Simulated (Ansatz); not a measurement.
The start is a relaxed Ba(MgAs)2 cell with every coordinate shifted by Gaussian noise of σ = 0.3 Å. A full variable-cell relaxation at zero pressure is run with r2SCAN (plane waves to 500 eV, PAW, scalar-relativistic; Ansatz, a quantum-chemistry and plane-wave program). First-step values are on the input's coarse k-mesh.

Ansatz input (later rounds restart from its end on a renewed k-mesh):
Ansatz 0.2 input:
```yaml
crystal:
  lattice:
    - [4.4851612145, 0, 0]
    - [-2.2425806073, 3.8842635518, 0]
    - [0, 0, 7.7575129239]
  atoms:
    - { symbol: Ba, position: [-0.0556552524, 0.120527539, 0.0197822687] }
    - { symbol: Mg, position: [0.6746272675, 0.3644482552, 0.3553152268] }
    - { symbol: Mg, position: [0.3303438208, 0.6019398355, 0.6660207682] }
    - { symbol: As, position: [0.6689415917, 0.4104412333, 0.7188855008] }
    - { symbol: As, position: [0.3761979144, 0.7181504892, 0.2897285339] }
basis: { ecutwfc: 500, ecutrho_ratio: 4, xc_grid: 4, fft_grid_basis: typed }
kpoints: { mp_grid: { grid: [6, 6, 3] } }
hamiltonian:
  xc: r2scan
  dispersion: none
  pseudopotentials: { kind: paw }
scf: { occupations: { method: fermi_dirac, width: 0.05 } }
relax: { f_tol: 0.01, max_steps: 100, cell: { stress_tol: 0.02 } }
output: { forces: true, stress: true }
```

### Question
How large is the pressure on the unrelaxed cell, and of which sign?

### Answer
+5.0 GPa (positive: the cell is compressed).

### Question
By how much does the energy per atom fall from start to end?

### Answer
0.41 eV/atom.

### Question
Does it find its way back to the structure it was made from?

### Answer
The parent structure is recovered, P-3m1 (No. 164).

### Question
How do the shortest distances between atoms change?

### Answer
The closest pairs of elements (up to four, under 3.6 Å), start → end: As–Mg 2.13 → 2.70 Å; As–Ba 3.09 → 3.35 Å; Mg–Mg 3.31 → 3.21 Å; Ba–Mg 3.28 → 3.91 Å.

### Question
Is the relaxed structure metallic? Give its gap.

### Answer
1.44 eV, indirect (valence top at Γ, conduction bottom at M) (no spin-orbit coupling).

Final values are on a 9×9×5 k-mesh of the relaxed cell. No spin polarisation in the result.

The cell that was disturbed is our relaxation of an entry of Materials Project.
